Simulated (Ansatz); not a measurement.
## RbLuSe₂: stiffness from a series of strains

```yaml
crystal:
  lattice:
    - [2.06470, 1.19206, 7.87133]
    - [-2.06470, 1.19206, 7.87133]
    - [0.00000, -2.38411, 7.87133]
  atoms:
    - { symbol: Rb, position: [0.00000, 0.00000, 0.00000] }
    - { symbol: Lu, position: [0.50000, 0.50000, 0.50000] }
    - { symbol: Se, position: [0.23179, 0.23179, 0.23179] }
    - { symbol: Se, position: [0.76821, 0.76821, 0.76821] }
```

Atoms are numbered in the order listed.

Conventional cell: a = 4.129 Å, b = 4.129 Å, c = 23.614 Å, α = 90.00°, β = 90.00°, γ = 120.00°. Around Rb (atom 1) lie 6 Se at 3.38 Å. Lu (atom 2) is surrounded by 6 Se at 2.84 Å. Se (atom 3) has 3 Lu at 2.84 Å as nearest neighbours.

Structure: COD 4318778, as refined from experiment and not relaxed.

No spin–orbit coupling, which matters for the heavy atoms here.

Level of theory: DFT, PBEsol, all-electron LAPW, scalar-relativistic in Ansatz 0.2.0.

Sampling and basis: a Γ-centred 7×7×7 k mesh, Fermi–Dirac smearing of 0.03 eV, basis error target 1 meV/atom, no spin polarisation.

The strain is applied along the Cartesian axes of the cell as listed (the other components stay zero). Fractional coordinates are held (clamped ions).

σ is the change of stress from the unstrained cell, which is at -1.10 GPa; tension is positive, so slopes are stress–strain coefficients at that pressure.

Only quantities that a quadratic follows smoothly over the whole series are listed; rougher ones are left out.

```tsv
εxx = εyy	σzz (GPa)	σxx (GPa)
-0.0200	-1.29	-2.26
0.0000	0.00	0.00
0.0100	0.54	1.00
0.0200	1.02	1.91
```

Task: Fit the series and read off the stiffness at zero strain.

Result: Least-squares fits y = p0 + p1 x + p2 x² to the rows give σzz (GPa): p1 = 57.7, p2 = -330; σxx (GPa): p1 = 104, p2 = -440. So C13 + C23 = 58 GPa and C11 + C12 = 104 GPa, for these axes.

Task: One run, at εxx = εyy = -0.0100, is withheld. Predict its row.

Result: The fits give -0.61, -1.09; the run gave -0.61, -1.08.
